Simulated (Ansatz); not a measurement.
CaI2:
```
CaI2
1.0
    4.48979     0.00000     0.00000
   -2.24490     3.88828     0.00000
    0.00000     0.00000     7.05712
Ca I
1 2
Direct
  0.00000   0.00000   0.00000
  0.33333   0.66667   0.25021
  0.66667   0.33333   0.74979
```

r²SCAN+D4 (plane waves, PAW; program Ansatz) gives a gap of 4.02 eV without spin–orbit coupling, maximum at Γ, minimum at M.

Task: What happens when spin–orbit coupling is switched on?

Result: The gap drops by 0.29 eV, to 3.73 eV; maximum at Γ, minimum at M.

Task: Give the electron effective mass with spin–orbit coupling.

Result: 0.35, 1.2, 3.3 mₑ (principal values).

Task: Give the hole effective mass with spin–orbit coupling.

Result: 0.39, 1.1, 1.1 mₑ (principal values).

Space group P-3m1 (CdI2 type). The first step of the workflow began from a Materials Project structure, measured or hypothetical; the Crystallography Open Database files this formula in space group No. 164, but the cells were not matched. Its standing as an ambient phase is unchecked. The r²SCAN+D4 relaxation kept the symmetry of its start; its stability against distortions is not shown here.

Potentials: the later of the program's two PAW sets.
